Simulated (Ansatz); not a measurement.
Sn (beta-Sn type, space group I4_1/amd)

```yaml
crystal:
  lattice:
    - [-2.91645, 2.91645, 1.57904]
    - [2.91645, -2.91645, 1.57904]
    - [2.91645, 2.91645, -1.57904]
  atoms:
    - { symbol: Sn, position: [0.75000, 0.25000, 0.50000] }
    - { symbol: Sn, position: [0.00000, 0.00000, 0.00000] }
```

Two coordinates are scanned: the volume, and the ratio of the stretch along z (the conventional c axis) to the stretch across it. Atoms keep their fractional coordinates.

Method: PBEsol (plane waves to 420 eV, PAW, scalar-relativistic; Ansatz, a first-principles code). k mesh 17×17×17 (Γ-centred), Fermi-Dirac smearing 0.05 eV. Compression counts positive. With partly filled bands, the response to shear is sensitive to the k mesh, so small differences along c/a are uncertain. Sn was relaxed with its symmetry unable to fall.

At one point of the scan the stress tensor (GPa) is:

```
    3.8      0.0      0.0
    0.0      3.8      0.0
    0.0      0.0     -1.0
```

Which point is it?
A. V/V₀ = 0.973, (c/a)/(c/a)₀ = 1.040
B. V/V₀ = 0.973, (c/a)/(c/a)₀ = 1.080
C. V/V₀ = 0.960, (c/a)/(c/a)₀ = 1.120
D. V/V₀ = 0.987, (c/a)/(c/a)₀ = 1.000

B, V/V₀ = 0.973, (c/a)/(c/a)₀ = 1.080

(Under strain, the slope of the energy per volume gives the stress and its curvature an elastic modulus.)
